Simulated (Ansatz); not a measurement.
Here is the system:

MgB₂ (AlB2 type, space group P6/mmm)

```xyz
3
Lattice="3.0743 0.0000 0.0000 -1.5372 2.6624 0.0000 0.0000 0.0000 3.5275" Properties=species:S:1:pos:R:3 pbc="T T T"
Mg     0.0000     0.0000     0.0000
B      0.0000     1.7750     1.7638
B      1.5372     0.8875     1.7638
```

In each cell atom 3 (B, nearest neighbour B at 1.775 Å; its periodic images, 3.1 Å or more away, move with it) moves by s·(0.000, 0.000, 1.000) (along Cartesian z), the rest being held.

Calculation: PBE (plane waves to 420 eV, PAW, scalar-relativistic; Ansatz, an electronic-structure program). k mesh 14×14×11 (Γ-centred), Fermi-Dirac smearing 0.05 eV. The energy includes the smearing's −TS. With partly filled bands, energies and forces of such displacements shift with the k mesh and the smearing. MgB2 was relaxed with its symmetry unable to fall. ΔE is measured from the undisplaced structure.

The scan covers s from -0.350 to 0.350 Å in 11 points.

Task: Is the energy the same for equal positive and negative displacements?

Result: Even: the same for both signs. With its periodic images moving along, the atom's site symmetry in this cell is -6m2.

Task: What is the force constant k = d²E/ds² of this move at s = 0?

Result: 11.1 eV/Å².

(For displaced atoms, the force is minus the slope of the energy, and its curvature is a force constant, which sets phonon frequencies.)
